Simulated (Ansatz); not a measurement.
SrVO₃ (cubic perovskite)

```
SrVO3
1.0
    3.85762     0.00000     0.00000
    0.00000     3.85762     0.00000
    0.00000     0.00000     3.85762
Sr V O
1 1 3
Direct
  0.00000   0.00000   0.00000
  0.50000   0.50000   0.50000
  0.00000   0.50000   0.50000
  0.50000   0.50000   0.00000
  0.50000   0.00000   0.50000
```

This relaxed cell (volume V₀) is scaled evenly in all directions, its shape held. Symmetry pins the atoms to their sites.

All values below come from PBE (plane waves to 420 eV, PAW, scalar-relativistic; Ansatz, an electronic-structure program). k mesh 12×12×12 (Γ-centred), Fermi-Dirac smearing 0.05 eV. The energy includes the smearing's −TS. Stress and pressure are positive under compression. SrVO3 is run without spin polarisation and with no Hubbard U. SrVO3 was relaxed with its symmetry unable to fall. The zero of ΔE is the relaxed starting cell. The last digit holds for this mesh only.

```json
[
 {"V (Å³/atom)": "9.644", "ΔE (meV/atom)": "withheld"},
 {"V (Å³/atom)": "9.950", "ΔE (meV/atom)": "149.4"},
 {"V (Å³/atom)": "10.257", "ΔE (meV/atom)": "90.5"},
 {"V (Å³/atom)": "10.563", "ΔE (meV/atom)": "48.3"},
 {"V (Å³/atom)": "10.869", "ΔE (meV/atom)": "20.4"},
 {"V (Å³/atom)": "11.175", "ΔE (meV/atom)": "4.8"},
 {"V (Å³/atom)": "11.481", "ΔE (meV/atom)": "0.0"},
 {"V (Å³/atom)": "11.787", "ΔE (meV/atom)": "4.4"},
 {"V (Å³/atom)": "12.094", "ΔE (meV/atom)": "16.8"},
 {"V (Å³/atom)": "12.400", "ΔE (meV/atom)": "36.1"},
 {"V (Å³/atom)": "12.706", "ΔE (meV/atom)": "61.4"},
 {"V (Å³/atom)": "13.012", "ΔE (meV/atom)": "91.9"},
 {"V (Å³/atom)": "13.318", "ΔE (meV/atom)": "126.8"}
]
```

Question: Fit a third-order Birch-Murnaghan form (E₀, V₀, B₀, B₀′ free) to the given rows and predict ΔE at V = 9.644.

Answer: Least squares on the 12 given rows: ΔE = E₀ + (9V₀B₀/16)·y²·[2 + (B₀′ − 4)y], y = (V₀/V)^(2/3) − 1, with V₀ = 11.482 Å³/atom, B₀ = 180.9 GPa (160.2 GPa = 1 eV/Å³; the term in eV is multiplied by 1000), B₀′ = 4.42, E₀ = 0.01 meV/atom; root-mean-square residual 0.05 meV/atom. At 9.644 the fit gives 227.6 meV/atom; the calculation gives 227.5 meV/atom, so the extrapolation is off by 0.1 (+0.0 %). For the pressure the fit gives 46.5 GPa against the computed 46.4 GPa.

(A scan under strain: stresses follow from slopes of the energy per volume, elastic moduli from its curvatures.)
